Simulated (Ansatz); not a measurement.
# TiAu: zone-centre modes under pressure

TiAu, Pm-3m, a = 3.192 Å. The structure is a COD entry; whether it is the stable form wasn't checked. Ansatz: LDA, PAW, 420 eV, Γ-centred 14×14×14 mesh on 2 atoms, Fermi-Dirac smearing 0.15 eV; no spin polarisation. Cell and atoms are relaxed at each pressure with the symmetry kept; optical modes at Γ by linear response, in cm⁻¹, the highest.

```
P (GPa) V (Å³/atom)     ω1
      0       16.255  148.1
      3       15.982  156.5
     10       15.431      ?
```

Get the mode's Grüneisen parameter γ = −d ln ω/d ln V from the other rows and predict the missing frequency.

ln(V/V0) = 0.0000, -0.0169, -0.0520; a line through ln(ω/ω0) of the 2 known rows gives ω1: γ = 3.264, predicted 175.5, computed 173.8. The miss is 1.0 %, or 7 % of the shift under pressure, so a constant γ serves at that level. In a metal these frequencies hang on the mesh and smearing.

Spin–orbit coupling is left out, which can shift energies with elements as heavy as these.